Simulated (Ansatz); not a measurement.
LuMg2Cr3S8: Electrostatic potentials at the S nuclei

Cell: a computed structure from the Materials Project (it need not be an observed phase), taken as it stands.

Space group R-3m:H (No. 166); a = 7.3461, c = 18.0598 Å, γ = 120.00°.

```
site  Wyckoff  site symmetry       x       y       z
  Mg       6c             3m  0.0000  0.0000  0.8761
  Lu       3b            -3m  0.0000  0.0000  0.5000
  Cr       9e           .2/m  0.1667  0.3333  0.3333
  S7       6c             3m  0.0000  0.0000  0.7363
  S8      18h             .m  0.8431  0.6861  0.4050
```

One atom of each set is listed; the run and its k-mesh use a cell of 14 atoms with edges of 7.36, 7.36, 7.36 Å.

The numbers come from a DFT calculation in Ansatz (r2SCAN, plane waves and PAW, scalar-relativistic, collinear spin, 500 eV cutoff, Γ-centred 5×5×5 k-points, Fermi–Dirac smearing 0.02 eV). Start moments as typed (μB): 3 on each Cr, none on the rest.

The potential at a nucleus is that of all electrons and the other nuclei. A higher potential binds the core electrons more strongly, so differences between sites of one element are the initial-state part of core-level shifts.

Problem. Rank the S sites by the potential at the nucleus, lowest first, and give each against the lowest.
A. S7: 3 Cr at 2.47 Å, 1 Mg at 2.52 Å
B. S8: 2 Cr at 2.43 Å, 1 Mg at 2.43 Å, 1 Lu at 2.63 Å

Solution. B (0.00 V), A (0.40 V).

The largest force is 0.3 eV/Å, so the atoms aren't at the calculated equilibrium and relaxing them would move these values. The program didn't check the stability of this electronic state in full, so a lower one may lie near. All moments are parallel here, as the start or the cell imposes; many such compounds order antiparallel, where fields and spin densities carried over to other atoms largely cancel. The magnetic order is the one that the run reached from its start moments, not necessarily the measured one.
